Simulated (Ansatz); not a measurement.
**As: pressure against volume, fitted**

```xyz
2
Lattice="1.8797 1.0853 3.4858 -1.8797 1.0853 3.4858 0.0000 -2.1705 3.4858" Properties=species:S:1:pos:R:3 pbc="T T T"
As    0.0000    0.0000    2.3795
As    0.0000    0.0000    8.0779
```

Atoms are numbered in the order listed.

Structure: COD 9009651, as refined from experiment and not relaxed.

Theory: DFT, LDA, all-electron LAPW, scalar-relativistic (Ansatz 0.2.0).

The runs use a Γ-centred 13×13×13 k mesh, Fermi–Dirac smearing of 0.05 eV, basis error target 1 meV/atom, no spin polarisation.

The cell is scaled evenly. Fractional coordinates are held (clamped ions).

```csv
V (Å³/atom),P (GPa)
20.480,1.86
20.907,0.09
21.120,-0.73
21.333,-1.50
21.547,-2.24
21.760,-2.94
22.187,-4.22
22.613,-5.38
```

Q: Fit a third-order Birch–Murnaghan curve to the pressures.

A: P = (3B0/2)(y^(7/2) − y^(5/2))[1 + (3/4)(B0′ − 4)(y − 1)] with y = (V0/V)^(2/3) fits within 0.01 GPa for V0 = 20.929 Å³/atom, B0 = 81.9 GPa and B0′ = 4.25.

Q: Predict the pressure at the withheld volume, 20.053 Å³/atom.

A: There y = 1.0289, so the fit gives 3.83 GPa; the run gave 3.82 GPa.
